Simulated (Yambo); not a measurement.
G0W0@PBEsol for AgI (zinc blende, space group F-43m, No. 216) in Yambo. Reference settings: 4×4×4 Γ-centred k mesh, bands 5 to 129 and a 8 Ry block in the screening, 129 bands in G with the Bruneval-Gonze terminator, plasmon pole fitted at 27.2 eV. The PBEsol gap Γ → Γ on this mesh is 1.20 eV; G0W0 gaps are taken between the same points.

The settings were changed. The gap went from 2.38 eV to 2.12 eV, and the shift of the valence edge from -0.84 eV to -0.65 eV.

**Question.** Name the change that produced these shifts.
(A) 2×2×2 mesh
(B) 30 bands in W, 30 bands in G, 2 Ry block
(C) 30 bands in W, 30 bands in G, 5 Ry block
(D) 30 bands in W, 30 bands in G, 3 Ry block

**Answer.** A, 2×2×2 mesh. The others gave (gap, valence shift): 30 bands in W, 30 bands in G, 2 Ry block: 2.60, -0.56 eV; 30 bands in W, 30 bands in G, 3 Ry block: 2.54, -0.49 eV; 30 bands in W, 30 bands in G, 5 Ry block: 2.55, -0.48 eV.

Spin-orbit coupling is not included.

Geometry relaxed with PBEsol; primitive cell a = 4.558 Å, b = 4.558 Å, c = 4.558 Å, α = 60.00°, β = 60.00°, γ = 60.00°.

A shift is the quasiparticle energy of the state minus its PBEsol energy.
